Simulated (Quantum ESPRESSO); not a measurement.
## Band energies of RbLuO2

```
RbLuO2
1.0
    1.69098     0.97629     6.42536
   -1.69098     0.97629     6.42536
    0.00000    -1.95257     6.42536
O Rb Lu
2 1 1
Direct
  0.77506   0.77506   0.77506
  0.22494   0.22494   0.22494
  0.00000   0.00000   0.00000
  0.50000   0.50000   0.50000
```

PBEsol (pw.x of Quantum ESPRESSO, ONCV potentials, scalar-relativistic); path ΓLB1,BZΓX,QFP1Z,LP; energies in eV from the valence-band maximum.

```
k (1/Å)  point  band 19  band 20  band 21  band 22  band 23  band 24  band 25  band 26
-------  -----  -------  -------  -------  -------  -------  -------  -------  -------
0.00         Γ    -1.78    -1.63    -0.07     0.00     0.00     3.45     5.01     6.23
0.33              -1.74    -1.57    -0.66    -0.21    -0.15     4.36     5.41     6.13
0.76              -1.64    -1.54    -1.22    -0.57    -0.45     4.56     5.00     6.84
1.08         L    -1.71    -1.62    -1.36    -0.72    -0.59     4.31     4.72     7.17
1.54              -1.68    -1.35    -1.34    -1.16    -0.61     5.37     5.97     6.56
1.76        B1    -1.69    -1.53    -1.17    -1.14    -0.78     5.12     6.45     6.95
1.76         B    -1.69    -1.53    -1.17    -1.14    -0.78     5.12     6.45     6.95
2.19              -1.69    -1.36    -1.17    -0.97    -0.39     4.74     5.51     6.87
2.51              -1.70    -1.53    -0.68    -0.47    -0.19     4.94     5.23     5.97
2.94         Z    -1.78    -1.63    -0.63    -0.07    -0.07     4.22     5.31     6.45
3.31              -1.78    -1.63    -0.16    -0.01    -0.01     3.57     5.02     6.26
3.43         Γ    -1.78    -1.63    -0.07     0.00     0.00     3.45     5.01     6.23
3.75              -1.75    -1.58    -0.63    -0.24    -0.15     4.35     5.65     5.90
4.07              -1.64    -1.50    -1.10    -0.82    -0.31     5.58     5.68     6.11
4.49              -1.63    -1.45    -1.37    -1.06    -0.56     5.40     6.18     6.37
4.70         X    -1.67    -1.54    -1.18    -1.15    -0.76     5.16     6.56     6.76
4.70         Q    -1.67    -1.54    -1.18    -1.15    -0.76     5.16     6.56     6.76
5.17              -1.71    -1.71    -1.33    -0.57    -0.36     3.36     6.15     6.79
5.29         F    -1.72    -1.71    -1.36    -0.48    -0.32     3.22     6.07     6.77
5.29        P1    -1.70    -1.69    -1.42    -0.50    -0.38     3.36     5.93     6.83
5.37              -1.67    -1.60    -1.51    -0.49    -0.34     3.37     5.97     6.85
5.72              -1.65    -1.53    -1.08    -0.44    -0.20     4.04     5.98     6.33
5.97              -1.73    -1.57    -0.55    -0.29    -0.25     4.61     5.44     6.06
6.31         Z    -1.78    -1.63    -0.63    -0.07    -0.07     4.22     5.31     6.45
6.31         L    -1.71    -1.62    -1.36    -0.72    -0.59     4.31     4.72     7.17
6.64         P    -1.70    -1.69    -1.42    -0.50    -0.38     3.36     5.93     6.83
```

The PBEsol gap is indirect, 3.22 eV, from Γ to F; the smallest direct gap is 3.45 eV.

The 4f states are in the valence at their DFT position.

Geometry relaxed with PBEsol.
